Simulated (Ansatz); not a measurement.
Sr$_{2}$HN:
```
CELL_PARAMETERS angstrom
      1.88306     1.08719     6.24328
     -1.88306     1.08719     6.24328
      0.00000    -2.17437     6.24328
ATOMIC_POSITIONS crystal
  Sr 0.76096 0.76096 0.76096
  Sr 0.23904 0.23904 0.23904
  H  0.00000 0.00000 0.00000
  N  0.50000 0.50000 0.50000
```

Relaxed with PBEsol.

Problem. Map the electron localisation function on the plane through (0.761, 0.761, 0.761) spanned by u = [1, 0, 0] and v = [-1, 1, 1] in lattice vectors, from PBEsol (plane waves, PAW; program Ansatz).

Solution. x is the fraction of u, y of v (the angle between them is 54°; rows are the nearest grid lines); atoms in the plane: Sr at (0.00, 0.00), Sr at (0.96, 0.48), H at (0.48, 0.24), N at (0.48, 0.74).
```
| .*%%*:  .:::.      ....  .=#%%+  |
|+-=#%%+..:=+++=:..          :*%%#+|
|%###%%+..:+****+-:..         -*%%%|
|#%%%%#=..-*#%%%##*+=-:.        :+#|
|.:-==-...-*%%###%%##*+-.         .|
|   .... .-*#%#+=*#%##*=:.         |
|        .-*#%#+. :*%%#+:.         |
|        .-+*##%#*+*#%#+:. ..:.    |
|        .:=+*##%%##%%#+:..:=++-:  |
|+:        .:-=+*##%%%#+:.-*#%%%%#+|
|%#+:         ..:=+****=..-#%%#*#%%|
|%%#+.          .:-=+++-..:*%%*--*%|
|:*%%*:   .:..      .:::.  -#%%=  :|
|.+%%#=.  :==-:.      ...  .+%%#- .|
|##%%%*-  :#@@@%+-.          :*%%%#|
|#%%%%*-. :#@@@@@@%+:.         .=*#|
|=**#*+:  :*@@@@@@@@*:.          :=|
|    .    .=@@@@@@@@@%=.           |
|          :*@@@@@@@@@#:    ...    |
|          .-#@@@@@@@@%-  .:-=--.  |
|*-.         .-*@@@@@@@+. .+#%%%%#*|
|%%%+.          .-*%@@%+. .=#%%%##%|
|+%%%=.          .:=*#*=.  -#%%#+-+|
| .*%%*:  .:::.      ....  .=#%%+  |
```
Scale: ten equal steps from 0.000 (start of ' ') to 1.00 (end of '@'), in the order ' .:-=+*#%@'; x runs from 0.000 to 1.00, y from 0.000 (bottom) to 1.00 (top).

The density is the valence pseudo-density with augmentation charge, so density and ELF within about 1 Å of a nucleus are not all-electron values.

Space group R-3m. The workflow started from a Materials Project entry (that database holds measured and hypothetical structures alike); the Crystallography Open Database copy checked does not list it. Whether it is the stable phase at ambient conditions was not checked. The PBEsol relaxation kept the symmetry of its start; whether a distortion lowers the energy is not shown.

Potentials: the later of the program's two PAW sets.
